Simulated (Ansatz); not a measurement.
A geometry of CdIn₂O₄ away from equilibrium: the start of the relaxation of a generated cell, CdIn2O4 placed in the spinel structure type. Calculation: r2SCAN (plane waves to 500 eV, PAW, scalar-relativistic; Ansatz, a first-principles code). Γ-centred k-mesh 5×5×5 on the run's cell, Fermi–Dirac smearing 0.05 eV.

```xyz
14
Lattice="0.0000 4.4019 4.4019 4.4019 0.0000 4.4019 4.4019 4.4019 0.0000" Properties=species:S:1:pos:R:3 pbc="T T T"
In     5.5024     5.5024     5.5024
In     5.5024     3.3014     3.3014
In     3.3014     5.5024     3.3014
In     3.3014     3.3014     5.5024
Cd     2.2009     2.2009     2.2009
Cd     0.0000     0.0000     0.0000
O      7.5942     7.5942     7.5942
O      7.5942     5.6115     5.6115
O      5.6115     7.5942     5.6115
O      5.6115     5.6115     7.5942
O      3.4106     3.4106     3.4106
O      3.4106     5.3932     5.3932
O      5.3932     3.4106     5.3932
O      5.3932     5.3932     3.4106
```

Q: Which atoms carry the largest force, and which way does it point?

A: 0.43 eV/Å, on O7, O8, O9, O10, O11, O12, O13, O14 (atoms numbered as listed); on O12 its components are (-0.25, 0.25, 0.25).

Q: What is the pressure?

A: +27.1 GPa, compression positive.

Q: How far above the relaxed end point is this geometry?

A: 0.13 eV/atom; the path ends in Fd-3m (No. 227) (spinel type).

No spin polarisation in the result.

The run could not lose the symmetry of its start.
